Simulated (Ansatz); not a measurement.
VN (rock salt)

```yaml
crystal:
  lattice:
    - [0.00000, 2.05840, 2.05840]
    - [2.05840, 0.00000, 2.05840]
    - [2.05840, 2.05840, 0.00000]
  atoms:
    - { symbol: N, position: [0.00000, 0.00000, 0.00000] }
    - { symbol: V, position: [0.50000, 0.50000, 0.50000] }
```

E(V) scan at fixed shape, V₀ the volume above. Symmetry pins the atoms to their sites.

Computed with PBE (plane waves to 420 eV, PAW, scalar-relativistic; Ansatz, a program for electronic structure). k mesh 19×19×19 (Γ-centred), Fermi-Dirac smearing 0.05 eV. E stands for the smeared free energy. Compression counts positive. VN is run without spin polarisation. VN was relaxed with its symmetry unable to fall. The zero of ΔE is the relaxed starting cell. The last digit holds for this mesh only.

| V (Å³/atom) | ΔE (meV/atom) |
|---|---|
| 7.326 | 297.6 |
| 7.605 | 178.4 |
| 7.884 | 94.2 |
| 8.163 | 39.4 |
| 8.442 | 9.3 |
| 8.722 | 0.0 |
| 9.001 | 8.3 |
| 9.280 | withheld |
| 9.559 | 66.9 |
| 9.838 | 112.9 |
| 10.117 | 167.7 |

**Question.** Fit a third-order Birch-Murnaghan form (E₀, V₀, B₀, B₀′ free) to the given rows and predict ΔE at V = 9.280.

**Answer.** Least squares on the 10 given rows: ΔE = E₀ + (9V₀B₀/16)·y²·[2 + (B₀′ − 4)y], y = (V₀/V)^(2/3) − 1, with V₀ = 8.722 Å³/atom, B₀ = 313.4 GPa (160.2 GPa = 1 eV/Å³; the term in eV is multiplied by 1000), B₀′ = 4.33, E₀ = 0.04 meV/atom; root-mean-square residual 0.10 meV/atom. At 9.280 the fit gives 31.3 meV/atom; the calculation gives 31.3 meV/atom, the same to the digits shown. For the pressure the fit gives -17.0 GPa against the computed -17.0 GPa.

(Under strain, the slope of the energy per volume gives the stress and its curvature an elastic modulus.)
